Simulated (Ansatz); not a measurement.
Input:

MgZnO₂:
```cif
data_MgO2Zn
_chemical_formula_sum 'Mg1 Zn1 O2'
_space_group_name_H-M_alt 'P 1'
_space_group_IT_number 1
_cell_length_a 3.26540
_cell_length_b 3.26540
_cell_length_c 5.12396
_cell_angle_alpha 90.000
_cell_angle_beta 90.000
_cell_angle_gamma 120.000
loop_
_space_group_symop_operation_xyz
  'x, y, z'
loop_
_atom_site_label
_atom_site_type_symbol
_atom_site_fract_x
_atom_site_fract_y
_atom_site_fract_z
_atom_site_occupancy
Mg1 Mg 0.33333 0.66667 0.49608 1
Zn1 Zn 0.66667 0.33333 0.00279 1
O1 O 0.33333 0.66667 0.88469 1
O2 O 0.66667 0.33333 0.38843 1
```

This is the PBEsol-relaxed structure.

Task: All from DFT-PBEsol in the program Ansatz with PAW potentials, unless another level is named. Predict the formation energy from the elements (no fitted shifts).

Result: -2.03 eV/atom.

Task: Give the electron effective mass.

Result: 0.24, 0.24, 0.26 mₑ (principal values).

Task: Predict the HSE06 gap on the PBEsol cell.

Result: 3.52 eV.

Task: What about the weight of the conduction-edge state by species (Voronoi cells)?

Result: O 47 %, Zn 35 %, Mg 18 %.

Task: Predict the weight of the valence-edge state by species (Voronoi cells).

Result: O 69 %, Zn 30 %.

Space group P3m1. The first step of the workflow began from a Materials Project structure, measured or hypothetical; the Crystallography Open Database copy checked does not list it. With Mg and Zn taken as one species the cell has the higher symmetry P6_3mc, so it may be an ordered model of a mixed-site phase. Its standing as an ambient phase is unchecked. The cell was relaxed with PBEsol under the symmetry of its start; of distortions, only those at the zone centre were tested. The references are the lowest solids computed at this level, not always the standard phases (solids in place of the gases).

Potentials: the later of the program's two PAW sets.
